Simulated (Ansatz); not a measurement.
This run works on a generated trial structure, not on a known crystal.

Input and command of a plane-wave DFT calculation in Ansatz:

```yaml
crystal:
  lattice:
    - [6.1369699803, 0.0, 0.0]
    - [-3.0684849902, 5.3147719052, 0.0]
    - [0.0, 0.0, 3.3979348275]
  atoms:
    - { symbol: Er, position: [0.5, 0.0, 0.0] }
    - { symbol: Er, position: [0.0, 0.5, 0.0] }
    - { symbol: Er, position: [0.5, 0.5, 0.0] }
    - { symbol: Se, position: [0.0, 0.0, 0.5] }
basis:
  ecutwfc: 770
kpoints:
  mp_grid: { grid: [12, 12, 14] }
hamiltonian:
  xc: pbe
  pseudopotentials:
    kind: paw
    azcp: { Er: "pseudopotentials/pbe/nc/lanthanide_3plus/Er.nc.azcp" }
scf:
  occupations: { method: gaussian, width: 0.1 }
output:
  forces: true
  stress: true
  eigenvalues: true
relax:
  adjacent_minimum: "off"
  f_tol: 0.01
  max_steps: 80
  cell: { stress_tol: 0.05 }
```

```bash
ansatz run input.yaml --threads 1 --pin off --max-ram 2560MiB --backend cpu --events-out ev --progress --plain --runs-dir out
```

Processor: Arm Neoverse V1, 1 thread, on a host shared with other jobs.

Problem. Estimate time, memory and problem size.

Solution. About 7 min, peak memory 1.1 GiB. It solves 30 bands at 152 k points (after reduction by symmetry) with about 5277 plane waves (on the last cell), in 31 SCF iterations over 5 ionic steps.

With its 4f electrons in the core of a norm-conserving potential, the lanthanide is trivalent by construction, without f bands, f moments or other valences.
